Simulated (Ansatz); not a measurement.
Levels of a Pt(1 1 0) slab: a plane-wave DFT calculation with Ansatz.

Miller indices refer to the conventional cell of Fm-3m (No. 225), a = 3.970 Å, b = 3.970 Å, c = 3.970 Å, α = 90.00°, β = 90.00°, γ = 90.00°.

The slab has 8 planes, was cut to end in Pt at the top (+c) and Pt at the bottom, and its atoms stand where a relaxation without spin-orbit coupling left them. Listed are levels within 1.2 eV of the Fermi level, the 22 nearest at most. Weights are Löwdin projections on the datasets' atomic orbitals, as shares of the full norm: they are low for levels that spill into the vacuum or into shells that a dataset lacks. Two planes next to each face count as outer, 4 of 8 in all, so a level spread evenly over the slab has a weight near 0.50.

```yaml
crystal:
  lattice:
    - [2.80729, 0.00000, 0.00000]
    - [0.00000, 3.97011, 0.00000]
    - [0.00000, 0.00000, 24.82553]
  atoms:
    - { symbol: Pt, position: [0.50000, 0.50000, 0.30738] }
    - { symbol: Pt, position: [0.00000, 0.00000, 0.35524] }
    - { symbol: Pt, position: [0.50000, 0.50000, 0.41617] }
    - { symbol: Pt, position: [0.00000, 0.00000, 0.47177] }
    - { symbol: Pt, position: [0.50000, 0.50000, 0.52823] }
    - { symbol: Pt, position: [0.00000, 0.00000, 0.58383] }
    - { symbol: Pt, position: [0.50000, 0.50000, 0.64476] }
    - { symbol: Pt, position: [0.00000, 0.00000, 0.69262] }
```

Level of theory: DFT PBE, scalar-relativistic, plane waves, PAW in Ansatz 0.2.0.

Plane waves to 420 eV, a k mesh through Γ of 12×9×1 on the computed 8-atom cell and Gaussian smearing (0.10 eV); no spin polarisation. A dipole correction removes the field between periodic images along c.

Run with
```bash
ansatz run input.yaml --threads 4 --pin off --max-ram 9216MiB --backend cpu --events-out ev --progress --plain --runs-dir out
```

46 s on 4 threads of INTEL(R) XEON(R) PLATINUM 8581C CPU @ 2.10GHz (Emerald Rapids), with other jobs on the host, peak memory 1.5 GiB

Levels at X (0.500, 0.000), in eV from the Fermi level, with weights (averaged over levels within 1.5 meV, which needn't be degenerate by symmetry):
```json
{"level": "-0.615", "levels within 1.5 meV": "2", "outer two planes of both faces": "0.57"}
{"level": "-0.571", "levels within 1.5 meV": "2", "outer two planes of both faces": "0.60"}
{"level": "-0.062", "levels within 1.5 meV": "2", "outer two planes of both faces": "0.77"}
{"level": "-0.035", "levels within 1.5 meV": "2", "outer two planes of both faces": "0.41"}
{"level": "0.097", "levels within 1.5 meV": "2", "outer two planes of both faces": "0.37"}
{"level": "0.384", "levels within 1.5 meV": "2", "outer two planes of both faces": "0.40"}
```

Levels at Γ (0.000, 0.000), in eV from the Fermi level, with weights (averaged over levels within 1.5 meV, which needn't be degenerate by symmetry):
```
 level  outer two planes of both faces
-1.152                            0.66
-0.983                            0.62
-0.965                            0.20
-0.552                            0.78
-0.199                            0.38
-0.130                            0.42
-0.117                            0.42
-0.061                            0.48
 0.356                            0.86
 0.492                            0.56
 0.963                            0.50
```

Levels at Y (0.000, 0.500), in eV from the Fermi level, with weights (averaged over levels within 1.5 meV, which needn't be degenerate by symmetry):
| level | levels within 1.5 meV | outer two planes of both faces |
| --- | --- | --- |
| -0.710 | 2 | 0.48 |
| -0.628 | 2 | 0.19 |
| -0.318 | 2 | 0.60 |
| -0.235 | 2 | 0.33 |
| -0.074 | 2 | 0.88 |
| -0.055 | 2 | 0.61 |
| 0.141 | 2 | 0.66 |
| 0.418 | 2 | 0.15 |

Levels at S (0.500, 0.500), in eV from the Fermi level, with weights (averaged over levels within 1.5 meV, which needn't be degenerate by symmetry):
```
 level  levels within 1.5 meV  outer two planes of both faces
-0.737                      2                            0.42
-0.103                      2                            0.27
 0.017                      2                            0.69
 0.079                      2                            0.72
 0.292                      2                            0.40
 0.798                      2                            0.12
```

Bands cross the Fermi level. 12 of the listed levels have a weight of 0.6 or more on the outer planes; the nearest to the Fermi level is at 0.02 eV at S. The work function of the top face is 5.28 eV. In a slab this thin the states of the two faces can couple and split. Spin-orbit coupling is left out, which matters for the bands of heavy elements.
